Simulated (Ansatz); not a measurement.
A relaxed cell of BeB2N is given with its symmetry left out. The cell was found from a structure generator's guess, not taken from experiment.

All numbers below come from DFT PBE, scalar-relativistic, plane waves, PAW in Ansatz. Cutoff 420 eV, Γ-centred mesh, Gaussian smearing, no spin polarisation.

```yaml
crystal:
  lattice:
    - [1.54675, -3.63399, 0.00000]
    - [1.54675, 3.63399, 0.00000]
    - [0.00000, 0.00000, 2.65789]
  atoms:
    - { symbol: Be, position: [0.00000, 0.00000, 0.00000] }
    - { symbol: B, position: [0.00000, 0.50000, 0.50000] }
    - { symbol: B, position: [0.50000, 0.00000, 0.50000] }
    - { symbol: N, position: [0.50000, 0.50000, 0.50000] }
```

The zero of energy is the elements' standard structures at the same level (N₂ as a molecule); no fitted shifts are applied.

(1) What space group does it have?

(2) What is its formation energy per atom?

(3) Is it a metal?

## Answers

(1) Cmmm (No. 65). Conventional cell: a = 3.093 Å, b = 7.268 Å, c = 2.658 Å. Be has 4 N at 2.04 Å; B is surrounded by 2 B at 1.55 Å and 2 N at 1.97 Å; around N lie 4 B at 1.97 Å and 4 Be at 2.04 Å.

(2) +0.76 eV/atom. It can't be a ground state, since the elements alone are lower.

(3) Yes, bands cross the Fermi level on the 16×16×18 mesh.

The last run used a 16×16×18 mesh (in the run's order of axes) for its 4-atom cell and Gaussian smearing of 0.10 eV. An odd number of electrons in the primitive cell allows no gap without spin; a larger cell or a magnetic state could open one. Symmetry constrained the relaxation, so the result can be a saddle point.
